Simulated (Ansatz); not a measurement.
TiAlB in space group Cmcm (No. 63; Al on 4c, B on 4c, Ti on 4c), DFT-PBE in the program Ansatz with PAW potentials, all energies at zero smearing, with the estimated change up to a 700 eV cutoff added, with one set of potentials and settings (totals compare only within such a set). Cell of 6 atoms (2 Al, 2 B, 2 Ti): -6389.912 eV.

```json
[
 {"element": "Al", "reference phase": "Fm-3m, 1 atoms in the cell", "E (eV/atom)": "-537.5055"},
 {"element": "B", "reference phase": "R-3m, 12 atoms in the cell", "E (eV/atom)": "-155.9170"},
 {"element": "Ti", "reference phase": "P6/mmm, 3 atoms in the cell", "E (eV/atom)": "-2499.6763"}
]
```

Formation energy per atom, worked out: (-6389.912 − 2×(-537.5055) − 2×(-155.9170) − 2×(-2499.6763))/6 = -0.619 eV/atom (-60 kJ per mol of atoms), at 0 K, without zero-point energy or fitted corrections.

The start of the workflow was typed in or built on a structure type; neither database checked (COD, Materials Project) lists it. Whether it is the stable phase at ambient conditions was not checked. Symmetry was held in the PBE relaxation; whether a distortion lowers the energy is not shown. No spin polarisation was allowed. The references are the lowest solids computed at this level, not always the standard phases.

Potentials: the earlier of the program's two PAW sets.
